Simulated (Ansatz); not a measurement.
BaCuSF in space group P4/nmm (No. 129; Ba on 2c, Cu on 2b, S on 2c, F on 2a), PBEsol (plane waves, PAW; program Ansatz). The conduction-band minimum lies at Γ, with 1 equivalent valley. Second derivatives d²E/dk² of the lowest band at one valley (eV·Å²), along Cartesian directions:

```
direction  d²E/dk²
---------  -------
[100]        21.24
[010]        21.24
[001]        3.718
[110]        21.25
[101]        12.48
[011]        12.48
```

**Question.** Find the principal effective masses, the density-of-states mass and the conductivity mass.

**Answer.** Off-diagonal terms follow from H_xy = H[110] − (H_xx + H_yy)/2, and m*/mₑ = 7.620 eV·Å² over each eigenvalue: 0.36, 0.36, 2.0. One valley's DOS mass (m₁m₂m₃)^(1/3) = 0.64, conductivity mass 3/(Σ 1/mᵢ) = 0.49 mₑ.

**Question.** What effective density of states Nc follows at 300 K for parabolic valleys?

**Answer.** Nc = 2.509e19 × 1 × (0.64)^(3/2) ≈ 1.3e19 cm⁻³.

**Question.** With the computed static dielectric constant 13.7 (mean of the diagonal), estimate a hydrogenic donor's binding energy and radius.

**Answer.** E = 13.606 eV × 0.49/13.7² ≈ 36 meV; a = 0.529 Å × ε/m* ≈ 15 Å. Semilocal masses tend to be too small when the gap is underestimated.

The workflow started from a Materials Project entry (that database holds measured and hypothetical structures alike); the Crystallography Open Database copy checked does not list it. Its standing as an ambient phase is unchecked. The cell was relaxed with PBEsol under the symmetry of its start; its stability against distortions is not shown here. No spin polarisation was allowed. No Hubbard U is applied. Spin–orbit coupling is left out wherever it is not named.

Potentials: the earlier of the program's two PAW sets. The files were generated under PBE; for other functionals the program regenerates the frozen cores, and for LDA and PBEsol the local potential too.
